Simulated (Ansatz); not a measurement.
2 distorted cells of B3O, built from the ReO3 structure. PBE on all-electron LAPW: scalar-relativistic, Dirac core shells, point nuclei (Ansatz). k-points 2×2×2 (shift 0.5, 0.5, 0.5 mesh steps), Fermi–Dirac smearing of 0.15 eV. The mesh is coarse, so the numbers hold for this sampling and aren't converged over the zone. In metals such a mesh can move stress, forces and moments by their own size. The run is spin-unpolarised. The cell's electron count is odd, so a run with spin could end lower.

Order these from lowest to highest E − TS per atom, as computed on this mesh.
A.
13.12 Å³ an atom
```
CELL_PARAMETERS angstrom
3.80460 0.03598 -0.07895
0.03598 3.74892 0.02032
-0.07895 0.02032 3.68164
ATOMIC_POSITIONS crystal
O 0.68532 0.39251 0.48825
B 0.19476 0.40786 0.48502
B 0.68081 0.88272 0.48408
B 0.70125 0.37925 0.98515
```
B.
10.99 Å³ an atom
```
CELL_PARAMETERS angstrom
3.66139 0.02035 -0.03761
0.02035 3.46361 0.14627
-0.03761 0.14627 3.47337
ATOMIC_POSITIONS crystal
O 0.42154 0.45236 0.96682
B 0.93680 0.38010 0.02901
B 0.44979 0.79937 0.97207
B 0.42628 0.31960 0.48724
```

B (lowest), A (+0.43 eV an atom).

From the lowest up, pressure and r.m.s. force: 16.7 GPa, 5.09 eV/Å; -8.8 GPa, 0.81 eV/Å.
